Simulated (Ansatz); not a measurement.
Total density of states per atom from plane-wave PAW r²SCAN (Ansatz code), in 0.25 eV bins, energy from the Fermi level:

(E (eV), states/eV/atom): (-7.85, 0.08); (-7.60, 0.09); (-7.35, 0.10); (-7.10, 0.12); (-6.85, 0.14); (-6.60, 0.15); (-6.35, 0.15); (-6.10, 0.15); (-5.85, 0.17); (-5.60, 0.26); (-5.35, 0.56); (-5.10, 0.75); (-4.85, 0.82); (-4.60, 0.83); (-4.35, 0.75); (-4.10, 0.89); (-3.85, 1.16); (-3.60, 1.40); (-3.35, 1.41); (-3.10, 1.37); (-2.85, 1.25); (-2.60, 1.39); (-2.35, 1.50); (-2.10, 1.88); (-1.85, 2.46); (-1.60, 2.15); (-1.35, 2.02); (-1.10, 1.98); (-0.85, 1.94); (-0.60, 1.76); (-0.35, 1.30); (-0.10, 0.84); (0.15, 0.46); (0.40, 0.26); (0.65, 0.28); (0.90, 0.64); (1.15, 1.60); (1.40, 0.98); (1.65, 1.14); (1.90, 1.32); (2.15, 0.92); (2.40, 1.13); (2.65, 0.40); (2.90, 0.31); (3.15, 0.35); (3.40, 0.49); (3.65, 0.46); (3.90, 0.41); (4.15, 0.41); (4.40, 0.28); (4.65, 0.18)

Problem. Which of these materials gives this?
A) TaCo3, Cu3Au type
B) ScPd3, Cu3Au type
C) HgTe, P-6m2 (Hg on 1a, Te on 1f)
D) BaCo2Ge2, I4/mmm (Ba on 2a, Co on 4d, Ge on 4e)

Solution. A, TaCo3, Cu3Au type. Within 0.5 eV of the Fermi level: Co 3d 89 %. Projections are on Löwdin-orthogonalised atomic valence shells; empty p or d shells of many metals are not among them.

Space group Pm-3m (Cu3Au type). The workflow started from a Materials Project entry (that database holds measured and hypothetical structures alike); the Crystallography Open Database files this formula in space group No. 221, but the cells were not matched. Whether it is the stable phase at ambient conditions was not checked. The r²SCAN relaxation kept the symmetry of its start, as lowered by the spin order; its stability against distortions is not shown here. Spin order of the final state: ferrimagnetic, chosen from 5 collinear starts compared on coarse meshes (ties went to the first, and starts can fall back to one state), not a proven ground state. Other orbital occupations within this spin state were not tried. Scalar-relativistic: spin–orbit coupling is off unless named, which matters more the heavier the elements.

Potentials: the later of the program's two PAW sets.
